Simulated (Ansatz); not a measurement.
Relaxed candidate structures of Co2C:

A. P-62m (No. 189), hP9; a = 5.116 Å, b = 5.116 Å, c = 3.296 Å, α = 90.00°, β = 90.00°, γ = 120.00°; Co 3g (0.384, 0.384, 0.500); Co 3f (0.000, 0.276, 0.000); C 1b (0.000, 0.000, 0.500); C 2c (0.333, 0.667, 0.000); ferromagnetic

B. Pnnm (No. 58), oP6; a = 4.3007 Å, b = 4.3146 Å, c = 2.8402 Å, α = 90.00°, β = 90.00°, γ = 90.00°; Co 4g (0.147, 0.744, 0.000); C 2d (0.500, 0.000, 0.000); non-magnetic

Question: Order them by energy per atom (lowest first) at the level PBEsol (plane waves to 420 eV, PAW, scalar-relativistic; Ansatz, a first-principles code).

Answer: B (reference, the lowest of the structures calculated here), A (+0.21 eV/atom)

Each run could gain symmetry but not lose that of its start, so entries can be saddle points. From databases, or of a type measured for this composition: Pnnm, oP6, non-magnetic; the others are generated cells (placed on structure types, drawn at random, substituted or restacked) that were not matched to a known phase here. Each structure is listed in the lowest spin state found for it. Static energies at zero pressure. Spin states reached: ferromagnetic, non-magnetic; non-magnetic ones ran without spin or lost their moments; spin orders were not searched systematically.
